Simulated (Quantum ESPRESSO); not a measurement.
One change at a time to Ag4GaTa2Zr

These are calculations, not measurements. They come from Quantum ESPRESSO 7.5, a public plane-wave density functional program. Each row is one single-point run on a made-up periodic cell of eight metal atoms, with elements, volume, strain and displacements drawn at random and not relaxed, so a cell may be unstable or far from any real phase. There is no spin polarisation or spin-orbit coupling.

Settings: PBE unless stated; PseudoDojo standard norm-conserving files; Fermi-Dirac width 0.25 eV, which means electrons at about 2900 K; cutoff 1116 eV; 5 x 5 x 4 k mesh shifted half a step off Gamma. E is the free energy of the whole cell (internal energy minus TS), so a -TS column is already part of it. Stress is positive in tension, and the pressure P is minus a third of its trace.

Checks: one run of this series was repeated at a higher cutoff and on a denser mesh, which moved values by no more than 0.006 eV, 0.10 GPa and 0.005 eV/Å, and a second program with other atomic files agreed on it to 2 % rms in force and 0.5 GPa in pressure. Known limits: heavy elements are run without spin-orbit coupling, which real alloys of them have; a spin test at this wide smearing found no moment, but such smearing suppresses magnetism that the real alloy may have.

The lattice is face-centred cubic, and the cell vectors in Å are (2.088, 4.101, 2.084); (1.998, -4.037, 2.045); (2.028, -0.007, -6.179), a volume of 136.79 Å³ in run 1. The elements on sites 1 to 8 are Ta Ag Ag Zr Ag Ag Ta Ga. Each later run makes one change to run 1 and keeps the rest. E is counted from run 1, and is n/a where other atomic files have another zero of energy.

```
run,change,V (Å³),P (GPa),-TS (eV),rms force (eV/Å),largest change of a force component (eV/Å),E (eV)
1,none,136.79,11.39,-1.034,0.913,0.000,0.000
2,sites 1 and 5 exchanged,136.79,12.25,-1.352,0.755,1.065,0.839
3,all lengths scaled by -1.29 %,131.56,18.73,-0.992,1.036,0.282,0.491
4,PBEsol in place of PBE,136.79,4.67,-1.036,0.846,0.136,n/a
5,Ir on site 1,136.79,6.24,-1.122,0.942,0.878,n/a
6,site 4 moved by -0.06 Å along z,136.79,11.31,-1.032,0.907,0.750,?
```

## Worked estimate

Along the move dE = -F dx. The force on site 4 along z is -0.707 eV/Å in run 1 and 0.042 eV/Å in run 6, and the move is -0.06 Å, so the mean force times the move gives an estimate.

## Withheld value

Question: what E should run 6 give?

The estimate is -0.020 eV. The calculation gave -0.020 eV.
